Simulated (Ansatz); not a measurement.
ZnSnO₃ in space group R3c (No. 161; Zn on 6a, Sn on 6a, O on 18b), the program Ansatz at the PBEsol level (PAW). The conduction-band minimum lies at Γ, with 1 equivalent valley. Second derivatives d²E/dk² of the lowest band at one valley (eV·Å²), along Cartesian directions:

```
direction  d²E/dk²
---------  -------
[100]        39.83
[010]        39.83
[001]        41.26
[110]        39.83
[101]        40.55
[011]        40.55
```

### Question
Find the principal effective masses, the density-of-states mass and the conductivity mass.

### Answer
Off-diagonal terms follow from H_xy = H[110] − (H_xx + H_yy)/2, and m*/mₑ = 7.620 eV·Å² over each eigenvalue: 0.18, 0.19, 0.19. One valley's DOS mass (m₁m₂m₃)^(1/3) = 0.19, conductivity mass 3/(Σ 1/mᵢ) = 0.19 mₑ.

### Question
What effective density of states Nc follows at 300 K for parabolic valleys?

### Answer
Nc = 2.509e19 × 1 × (0.19)^(3/2) ≈ 2.1e18 cm⁻³.

Symmetry was held in the PBEsol relaxation. Scalar-relativistic: spin–orbit coupling is off unless named, which matters more the heavier the elements.

Potentials: the later of the program's two PAW sets.

Edges and masses are those of Kohn–Sham bands, whose gap is no quasiparticle gap.
